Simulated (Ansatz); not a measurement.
Structure relaxation, Pd

The start is a randomly generated symmetric cell of Pd (space group No. 164). The cell and all atomic positions are relaxed at zero pressure with PBEsol (plane waves to 420 eV, PAW, scalar-relativistic; Ansatz, a quantum-chemistry and plane-wave program). The first steps use a coarse 8×8×13 k-mesh.

The start:
```
Pd
1.0
    4.63417     0.00000     0.00000
   -2.31708     4.01331     0.00000
    0.00000     0.00000     2.41597
Pd
3
Direct
  0.00000   0.00000   0.50000
  0.33333   0.66667   0.68650
  0.66667   0.33333   0.31350
```

### Question
What pressure does the first self-consistent step give?

### Answer
+7.5 GPa (positive: the cell is compressed).

### Question
Does the structure survive the relaxation? Give the final space group.

### Answer
The space group goes from P-3m1 (No. 164) to Im-3m (No. 229); the end is bcc (W type), with 1 atom in the primitive cell.

### Question
By how much does the energy per atom fall from start to end?

### Answer
0.31 eV/atom.

### Question
How does the volume per atom move from start to end?

### Answer
-2.1 %, from 14.98 to 14.67 Å³/atom.

### Question
How do the shortest distances between atoms change?

### Answer
The closest pairs of elements (up to four, under 3.6 Å), start → end: Pd–Pd 2.42 → 2.67 Å.

### Question
Give the final cell and atomic positions.

### Answer

Space group Im-3m (No. 229); a = b = c = 3.0842 Å, α = β = γ = 90.00°

| atom | site | symmetry | x | y | z |
|---|---|---|---|---|---|
| Pd | 2a | m-3m | 0.0000 | 0.0000 | 0.0000 |
(The calculation used a cell of 1 atom; values per cell refer to that cell.)

Final values are on a 21×21×21 k-mesh of the relaxed cell. No spin polarisation in the result.

The run could not lose the symmetry of its start, so the end can be a saddle point.

The relaxed structure here is a generated cell of Pd: the first start was made by a random draw of sites in a space group, and the end was not matched to a known phase here, so it may be hypothetical. Known forms of Pd include space group No. 225.
